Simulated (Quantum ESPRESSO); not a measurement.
# Computed records: Mg3ClO2F (made-up cell, one site empty), AlIn2GaP4 (made-up cell)

Calculation on a made-up crystal cell, not a measurement: periodic Kohn-Sham density functional theory in plane waves with PseudoDojo standard norm-conserving scalar-relativistic pseudopotentials, each functional with its own files (v0.5 for PBE, v0.4.1 for LDA and PBEsol), no spin polarisation, no spin-orbit coupling, atoms not relaxed, stress positive in tension, energies less a fixed whole-eV offset for each atom's element; levels are Kohn-Sham levels at fractions of this cell's reciprocal vectors, counted from the reference band (half the neutral cell's valence electrons, rounded up) at Gamma; error bars cover cutoff and k-mesh only, not smearing or the files; each bar is the largest change over components, and at least 0.002 eV, 0.002 eV per angstrom or 0.02 GPa; added strain carries the atoms with the cell, and shear is the tensor component; energies are for the whole cell, and the offsets were chosen from early runs and are not element reference energies; machines and their load varied, so run times do not measure scaling. Program: Quantum ESPRESSO 7.5.

Settings shared by all entries: functional pbe; fermi dirac smearing 0.025 eV; scf tolerance 1e-07 eV; electrons removed 0; run command pw.x -nk 1 -in in; run processor AMD EPYC, Zen 5 class, virtual cores; k mesh 4 x 4 x 4, shifted by half a step.

(1) Mg3ClO2F (made-up cell, one site empty)

```cif
# cell vector a (Å): 4.4081 0.0000 0.0000
# cell vector b (Å): 0.0000 4.4081 0.0000
# cell vector c (Å): 0.0000 0.0000 4.4081
data_Mg3ClO2F
_symmetry_space_group_name_H-M 'P 1'
_symmetry_Int_Tables_number 1
_cell_length_a 4.4081
_cell_length_b 4.4081
_cell_length_c 4.4081
_cell_angle_alpha 90.000
_cell_angle_beta 90.000
_cell_angle_gamma 90.000
_cell_volume 85.66
loop_
_atom_site_label
_atom_site_type_symbol
_atom_site_fract_x
_atom_site_fract_y
_atom_site_fract_z
_atom_site_occupancy
Mg1 Mg 0.99685 0.99279 0.96788 1
Mg2 Mg 0.01082 0.49579 0.50423 1
Mg3 Mg 0.50752 0.50026 0.99129 1
O1 O 0.51469 0.98380 0.97793 1
Cl1 Cl 0.49166 0.50584 0.48243 1
O2 O 0.00694 0.98317 0.50865 1
F1 F 0.99483 0.50861 0.99868 1
```

* lattice type: rocksalt
* empty site: 3
* cutoff: 1143 eV
* stress zz: —

Atoms:
```
atoms element  atom site  atom energy offset (eV)
           Mg          1                    -1617
           Mg          2                    -1617
           Mg          4                    -1617
            O          5                     -452
           Cl          6                     -449
            O          7                     -452
            F          8                     -677
```

(2) AlIn2GaP4 (made-up cell)

```cif
# cell vector a (Å): 5.8677 0.0000 0.0000
# cell vector b (Å): 0.0000 5.8677 0.0000
# cell vector c (Å): 0.0000 0.0000 5.8677
data_AlIn2GaP4
_symmetry_space_group_name_H-M 'P 1'
_symmetry_Int_Tables_number 1
_cell_length_a 5.8677
_cell_length_b 5.8677
_cell_length_c 5.8677
_cell_angle_alpha 90.000
_cell_angle_beta 90.000
_cell_angle_gamma 90.000
_cell_volume 202.02
loop_
_atom_site_label
_atom_site_type_symbol
_atom_site_fract_x
_atom_site_fract_y
_atom_site_fract_z
_atom_site_occupancy
In1 In 0.00653 0.99453 0.99717 1
In2 In 0.99421 0.49953 0.50338 1
Ga1 Ga 0.50035 0.00002 0.50038 1
Al1 Al 0.50120 0.49718 0.99792 1
P1 P 0.24965 0.24734 0.25017 1
P2 P 0.25092 0.75081 0.74736 1
P3 P 0.75251 0.24134 0.75147 1
P4 P 0.75703 0.75104 0.24827 1
```

- lattice type: zincblende/diamond
- cutoff: 1088 eV
- stress xy: —
- stress xx: —
- stress yz: —
- pressure: —

Atoms:
```
atoms element  atom site  atom energy offset (eV)
           In          1                    -1808
           In          2                    -1808
           Ga          3                    -2080
           Al          4                      -64
            P          5                     -189
            P          6                     -189
            P          7                     -189
            P          8                     -189
```

**Q.** Estimate the stress zz of Mg3ClO2F (made-up cell, one site empty) (entry 1).
**A.** -19.98 GPa

**Q.** AlIn2GaP4 (made-up cell) (entry 2): stress xy?
**A.** 0.01455 GPa

**Q.** AlIn2GaP4 (made-up cell) (entry 2): stress xx?
**A.** 3.424 GPa

**Q.** Estimate the stress yz of AlIn2GaP4 (made-up cell) (entry 2).
**A.** 0.162 GPa

**Q.** What pressure does the calculation give for AlIn2GaP4 (made-up cell) (entry 2)?
**A.** -3.293 GPa

**Q.** Give the table of forces values for AlIn2GaP4 (made-up cell) (entry 2).
**A.** 
Forces:
```
site  x (eV/Å)  y (eV/Å)  z (eV/Å)
   1   -0.0213    0.1749    0.1791
   2     0.224    -0.154   -0.1122
   3   0.05761  -0.03696   -0.1485
   4   0.04638  0.009941    0.1081
   5      1.24    0.2789  0.003907
   6     1.432    -0.384  -0.01639
   7    -1.374    0.3079   0.05662
   8    -1.605   -0.1966  -0.07057
```

Further results for Mg3ClO2F (made-up cell, one site empty) (entry 1):

- free energy less offsets: 8.788 eV
- scf iterations: 11
- smearing term minus ts: 0 eV
- pressure: 6.45 GPa
- stress xx: -19.35 GPa
- stress yy: 19.97 GPa
- stress yz: 0.04894 GPa
- stress xz: 0.4892 GPa
- stress xy: 0.02037 GPa
- reference band: 28
- error bar energy: 0.002433 eV
- error bar stress: 0.03322 GPa
- error bar force: 0.002935 eV/Å
- error bar next band up: 0.002 eV
- error bars from: tighter rerun of this cell
- wall time of scf and band steps on a shared machine: 138.2 s

Forces:
```
site  x (eV/Å)  y (eV/Å)  z (eV/Å)
   1   0.07583  -0.01931     0.471
   2    -1.608  -0.07738   -0.2768
   4   0.05207  -0.04139   -0.6094
   5   -0.2253    0.3498    0.3105
   6     1.588  -0.08763    0.6153
   7  -0.06683    0.3418   -0.4099
   8    0.1839   -0.4659   -0.1007
```

Levels:
```
level k point  next band up (eV)
        Gamma              1.378
(1/2,1/2,1/2)              2.237
   (0.15,0,0)              1.872
   (0,0.15,0)              1.856
   (0,0,0.15)               1.87
```

Further results for AlIn2GaP4 (made-up cell) (entry 2):

* free energy less offsets: -0.5482 eV
* scf iterations: 11
* smearing term minus ts: 0 eV
* stress yy: 3.234 GPa
* stress zz: 3.221 GPa
* stress xz: 0.04392 GPa
* error bar energy: 0.007238 eV
* error bar stress: 0.02 GPa
* error bar force: 0.002 eV/Å
* error bars from: tighter rerun of this cell
* wall time of scf and band steps on a shared machine: 608.9 s
